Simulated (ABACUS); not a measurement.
Consider a self-consistent single point of Hf2Si (I4/mcm, 6 atoms in the cell; from Materials Project mp-9938).

```
CELL_PARAMETERS angstrom
     -3.27535     3.27535     2.58283
      3.27535    -3.27535     2.58283
      3.27535     3.27535    -2.58283
ATOMIC_POSITIONS crystal
  Hf 0.84351 0.65649 0.50000
  Hf 0.15649 0.34351 0.50000
  Hf 0.65649 0.15649 0.81298
  Hf 0.34351 0.84351 0.18702
  Si 0.75000 0.75000 0.00000
  Si 0.25000 0.25000 0.00000
```

All values come from this method and carry its errors: PBEsol, numerical atomic orbitals TZP (confined pseudo-atomic orbitals; energy shift 0.003 Ry), PseudoDojo 0.4 standard norm-conserving PBEsol (tails mended) pseudopotentials in ABACUS.

ABACUS settings:

- basis = TZP numerical atomic orbitals, energy shift 0.003 Ry
- KPT = MP 9 9 9 0 0 0
- basis_type = lcao
- dft_functional = PBESOL
- ecutwfc = 100 Ry
- smearing_method = mv
- smearing_sigma = 0.00999582 Ry
- potentials = PseudoDojo 0.4 standard norm-conserving PBEsol (tails mended)
- symmetry = 1
- symmetry_prec = 1e-05
- ks_solver = genelpa
- scf_nmax = 100
- scf_thr = 1.0e-07
- mixing_type = broyden
- mixing_beta = 0.7

Results:

Number of valence electrons: 56
Number of bands: 38
Number of k-points after the program's reduction: 75
Size of the basis: 134
Number of SCF iterations: 9
Free energy E − TS: -6370.8281 eV
Fermi level (on the code's own zero): 13.97 eV
Pressure: -2.94 GPa

Stress (GPa, positive for compression):
```
-3.15   0.00   0.00
 0.00  -3.15   0.00
 0.00   0.00  -2.50
```

The atom-centred basis is finite, which shifts total energies and pressures against plane waves. The structure comes from a collection of computed structures, made at another level of theory; the collection holds predicted forms beside known ones.

Cost on one core: roughly 60 core-seconds.

The atomic orbitals were generated for these runs; they are not ABACUS's published sets and were checked against plane waves on a few crystals only.

“Tails mended”: in these copies of the files the far tail of each local potential was reset to the Coulomb form.
